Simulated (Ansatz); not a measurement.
An Ansatz (an electronic-structure program) run. Input:

Ansatz 0.2 input:
```yaml
crystal:
  lattice:
    - [4.4897937265, 0.0, 0.0]
    - [-2.2448968633, 3.8882754249, 0.0]
    - [0.0, 0.0, 7.0571183505]
  atoms:
    - { symbol: Ca, position: [0.0, 0.0, 0.0] }
    - { symbol: I, position: [0.3333333333, 0.6666666667, 0.2502127178] }
    - { symbol: I, position: [0.6666666667, 0.3333333333, 0.7497872822] }
kpoints:
  mp_grid: { grid: [7, 7, 4] }
hamiltonian:
  xc: r2scan
  dispersion: d4
  pseudopotentials: { kind: paw }
scf:
  occupations: { method: fixed }
checkpoint: { read: static.run }
output: { write_density: true, elf: true, volumetric_format: npy }
```

Output (shortened):

```
Pseudopotential: Ca, paw, valence charge 10
Pseudopotential: I, paw, valence charge 17
Functional definition: r2SCAN
Crystal: 3 atoms, lattice volume = 123.200 Å³
Basis set: ecut = 500 eV, 3127 PW (Γ), exchange–correlation on 144×144×216 points (64 copies of the dense FFT grid, shifted against one another)
Bands: 27, of which v1, the nominal top of the filled ones, is band 22 counted from 1 (21 counted from 0)
Symmetry: 12 space group operations
Space group: P-3m1 (ITA 164), of the structure as read, at distance tolerance 5.0e-5 Å
k-points: 28 of 196
Stability of the state it starts from, as read at its close in the unpolarized treatment …
iter 1 solved again at ethr=2.41e-7 eV; its pass at ethr=3.10e-3 eV (dr2=1.06e-4 eV) is discarded
SCF iter   1: F=—  HF=-16883.613105 eV  |F-HF|=—  |Δ(HF+E_count)|=         —  Δρ=1.01e-6  dr2=1.05e-9  dr2_τ=3.02e-11  ethr=2.41e-7  ⟨swp⟩=4.2  Hψ=5431  notcnv=0  defer=83
preconditioner: auto → Resta (q_TF=auto, 2.298 Å⁻¹)
SCF iter   2: F=—  HF=-16883.613110 eV  |F-HF|=—  |Δ(HF+E_count)|=   5.24e-6  Δρ=6.60e-7  dr2=4.43e-10  dr2_τ=3.47e-11  ethr=2.39e-12  ⟨swp⟩=15.9  Hψ=5176  notcnv=0
SCF iter   3: F=-16883.613110 eV  HF=-16883.613110 eV  |F-HF|=2.04e-10  |Δ(HF+E_count)|=  2.26e-10  Δρ=4.05e-7  dr2=1.73e-10  dr2_τ=4.92e-12  ethr=1.01e-12  ⟨swp⟩=1.0  Hψ=2242  notcnv=0
SCF 1 converged in 3 iterations: F = -16883.613110 eV  dr2 = 1.73e-10
SCF converged after 3 iterations
Free energy (F): -16883.613110 eV
Harris-Foulkes:  -16883.613110 eV  (|F-HF|=2.04e-10)
Internal energy: -16883.613110 eV  (E = F + TS)
E sigma→0 (E₀):  -16883.613110 eV
Fermi energy:    3.688715 eV
--- Per-component energies (eV) ---
  E_band       = -996.655327
  E_kinetic    = 654.518979
  E_local      = -5143.589899  (includes V_loc(G=0)·N_el)
  E_nonlocal   = -117.381841
  E_hartree    = 2486.771815
  E_xc         = -378.785716
  E_vxc        = -473.405978  (∫ρ·V_xc dr)
  E_paw        = -10542.319213  (= ΣΔE_a)
  E_vpaw       = -918.395817  (= ΣTr[D̂ρ^β])
  E_aug_tail   = -0.000062  (compensation charges beyond the density's cutoff)
  E_vtau       = 28.056662  (kinetic-family band-sum trace: ∫τ·v_τ [+ j·A + Jᵃ·Aᵃ] dr)
  E_ewald      = -3842.451529
  E_disp       = -0.301084  (pairwise vdW)
  E_core_change = -0.074559  (= ΣΔE_core)
  E_smearing   =  0.000000  (= −TS)
  E_closure    = 0.000000  (closes the sum)
  Σ components = -16883.613110   (vs F -16883.613110, Δ=0.00e0)
  [band-id]    e_kinetic+e_local+e_nonlocal+2·e_hartree+e_vxc+e_vpaw+e_augmentation_tail+e_vtau = -996.654326   (vs E_band -996.655327, Δ=1.00e-3)
--- Band table (eV; the first three rows and the last of 28) ---
  k-point 0: bands = ["-40.5822", "-40.5822", "-40.5822", "-40.5822", "-40.5755", "-40.5755", "-40.5752", "-40.5752", "-40.5714", "-40.5713", "-37.7622", "-17.8995", "-17.8703", "-17.8703", "-8.1103", "-7.6026", "1.0797", "2.7248", "2.7248", "3.4736", …
  k-point 1: bands = ["-40.5823", "-40.5823", "-40.5822", "-40.5822", "-40.5755", "-40.5755", "-40.5752", "-40.5752", "-40.5714", "-40.5713", "-37.7622", "-17.8995", "-17.8703", "-17.8703", "-8.0526", "-7.6724", "1.3533", "2.7653", "2.7653", "3.2003", …
  k-point 2: bands = ["-40.5823", "-40.5823", "-40.5821", "-40.5821", "-40.5754", "-40.5754", "-40.5752", "-40.5752", "-40.5714", "-40.5714", "-37.7622", "-17.8995", "-17.8703", "-17.8703", "-7.9584", "-7.7787", "1.8639", "2.5075", "2.8138", "2.8138", …
  k-point 27: bands = ["-40.5824", "-40.5821", "-40.5821", "-40.5820", "-40.5755", "-40.5754", "-40.5753", "-40.5753", "-40.5712", "-40.5712", "-37.7599", "-17.9018", "-17.8911", "-17.8858", "-7.6237", "-7.6140", "1.4440", "1.5577", "1.9832", "2.2571", …
```

Cost: around 4 core-seconds (rough) on shared cores.

The first step of the workflow began from a Materials Project structure, measured or hypothetical; the Crystallography Open Database files this formula in space group No. 164, but the cells were not matched. Whether it is the stable phase at ambient conditions was not checked. The r²SCAN+D4 relaxation kept the symmetry of its start; phonons on a q-mesh show no instability. Scalar-relativistic: spin–orbit coupling is off unless named, which matters more the heavier the elements.

Potentials: the later of the program's two PAW sets.

Ansatz is a plane-wave DFT program.
